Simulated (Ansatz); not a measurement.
MgO:
```cif
data_Mg2O2
_chemical_formula_sum 'Mg2 O2'
_space_group_name_H-M_alt 'P63mc'
_space_group_IT_number 186
_space_group_name_Hall 'P 6c -2c'
_cell_length_a 3.29028
_cell_length_b 3.29028
_cell_length_c 5.03784
_cell_angle_alpha 90.000
_cell_angle_beta 90.000
_cell_angle_gamma 120.000
loop_
_atom_site_label
_atom_site_type_symbol
_atom_site_symmetry_multiplicity
_atom_site_Wyckoff_symbol
_atom_site_fract_x
_atom_site_fract_y
_atom_site_fract_z
_atom_site_occupancy
Mg1 Mg 2 b 0.33333 0.66667 0.00494 1
O1 O 2 b 0.33333 0.66667 0.39966 1
```

Relaxed with r²SCAN.

Question: Which orbitals make up the states near the band edges in plane-wave PAW r²SCAN (Ansatz code)?

Answer: Top 1 eV of the valence band: O 2p 98 %. Bottom 1 eV of the conduction band: Mg 3s 64 %, O 2s 26 %, O 2p 8 %. Projections are on Löwdin-orthogonalised atomic valence shells; empty p or d shells of many metals are not among them.

Question: Tabulate the density of states.

Answer: States/eV per cell of 4 atoms, in 0.25 eV bins, energy from the valence-band maximum.

```
E (eV)  total  O 2p  Mg 3s  O 2s
------  -----  ----  -----  ----
-3.35    0.00  0.00   0.00  0.00
-3.10    1.06  0.90   0.14  0.00
-2.85    3.70  3.14   0.46  0.03
-2.60    5.20  4.41   0.61  0.06
-2.35    2.47  2.09   0.29  0.04
-2.10    2.25  1.95   0.22  0.04
-1.85    1.75  1.56   0.12  0.02
-1.60    3.01  2.79   0.11  0.02
-1.35    3.77  3.57   0.08  0.01
-1.10    5.03  4.85   0.05  0.01
-0.85    5.74  5.58   0.03  0.01
-0.60    8.16  7.99   0.02  0.00
-0.35    5.26  5.17   0.00  0.00
-0.10    0.59  0.58   0.00  0.00
0.15     0.00  0.00   0.00  0.00
0.40     0.00  0.00   0.00  0.00
0.65     0.00  0.00   0.00  0.00
0.90     0.00  0.00   0.00  0.00
1.15     0.00  0.00   0.00  0.00
1.40     0.00  0.00   0.00  0.00
1.65     0.00  0.00   0.00  0.00
1.90     0.00  0.00   0.00  0.00
2.15     0.00  0.00   0.00  0.00
2.40     0.00  0.00   0.00  0.00
2.65     0.00  0.00   0.00  0.00
2.90     0.00  0.00   0.00  0.00
3.15     0.00  0.00   0.00  0.00
3.40     0.00  0.00   0.00  0.00
3.65     0.00  0.00   0.00  0.00
3.90     0.00  0.00   0.00  0.00
4.15     0.00  0.00   0.00  0.00
4.40     0.02  0.00   0.01  0.01
4.65     0.05  0.00   0.03  0.01
4.90     0.08  0.01   0.05  0.02
5.15     0.10  0.01   0.07  0.03
5.40     0.13  0.02   0.08  0.03
5.65     0.16  0.02   0.10  0.03
5.90     0.20  0.03   0.12  0.04
6.15     0.24  0.04   0.15  0.04
6.40     0.29  0.05   0.18  0.05
6.65     0.34  0.06   0.21  0.05
6.90     0.41  0.07   0.25  0.06
7.15     0.49  0.08   0.30  0.06
7.40     0.60  0.09   0.35  0.06
7.65     0.75  0.11   0.42  0.06
7.90     1.01  0.13   0.51  0.06
8.15     1.58  0.14   0.58  0.06
8.40     1.88  0.14   0.54  0.05
8.65     1.95  0.13   0.43  0.03
8.90     2.12  0.11   0.31  0.02
```

Space group P6_3mc (wurtzite). The first step of the workflow began from a Materials Project structure, measured or hypothetical; the Crystallography Open Database copy checked does not list it. It is not the phase usual at ambient conditions (space group No. 225). The cell was relaxed with r²SCAN under the symmetry of its start; its stability against distortions is not shown here.

Potentials: the earlier of the program's two PAW sets.
